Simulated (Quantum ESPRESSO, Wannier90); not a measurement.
Wannier functions of CdTe (zinc blende)

```xyz
2
Lattice="0.0000 3.2821 3.2821 3.2821 0.0000 3.2821 3.2821 3.2821 0.0000" Properties=species:S:1:pos:R:3 pbc="T T T"
Cd     0.0000     0.0000     0.0000
Te    -1.6411    -1.6411    -1.6411
```

Cell from Materials Project (mp-406), symmetrised, no further relaxation. COD (Crystallography Open Database) has the formula in 2 space groups, this one among them (matched by group alone). Level: PBEsol, no spin polarisation, no spin-orbit coupling; pw.x of Quantum ESPRESSO at 82 Ry with PseudoDojo potentials, 8×8×8 k-points, Wannier90. Density: 8×8×8 mesh, Gaussian smearing 0.01 Ry. Spin-orbit coupling is left out although heavy elements are present.

The plane-wave run has 31 bands and 36 electrons a cell. On the energy scale of pw.x, whose zero is arbitrary, the valence-band maximum lies at 6.97 eV.

Isolated groups of bands, relative to the valence-band maximum (bands from 19 on overlap up to the last one computed):

```tsv
bands	from (eV)	to (eV)	filling	weight on atomic waves
1	-101.95	-101.95	filled	Cd 4s 100 %
2–4	-63.04	-63.04	filled	Cd 4p 100 %
5–9	-35.94	-35.93	filled	Te 4d 100 %
10	-11.00	-10.52	filled	Te 5s 81 %, Cd 4d 11 %, Cd 5s 8 %
11–15	-8.12	-7.38	filled	Cd 4d 96 %
16–18	-4.25	0.00	filled	Te 5p 80 %, Cd 5s 12 %
```

Input w.win, without the blocks of cell, atoms and k-points (512 lines):

```
num_bands = 31
num_wann = 8
num_iter = 1000
conv_tol = 1.0e-6
conv_window = 4
dis_num_iter = 1000
dis_conv_tol = 1.0e-6
dis_froz_max = 9.01
write_hr = true
write_u_matrices = true
begin projections
f=-0.01162,0.00915,0.00350: s;p
f=-0.25245,-0.24999,-0.25934: s;p
end projections
mp_grid = 8 8 8
```

Q: This input has a fault. Which, and what does the program do?

A: wannier90.x stops with:
```
dis_windows: More states in the frozen window than target WFs
```
At some k-point more bands lie below dis_froz_max than there are Wannier functions, and every frozen state has to fit into the subspace. Here the deep bands below band 10 or between the kept ones were not excluded and fill the window; only bands 10,16-31 belong to the model. Mended as below, all else unchanged, the run goes through (Ω_I = 15.0 Å²) and follows the plane-wave bands to 1.9 meV rms (states up to 1.5 eV relative to the valence-band maximum).
```
num_bands = 17
exclude_bands = 1-9,11-15
```
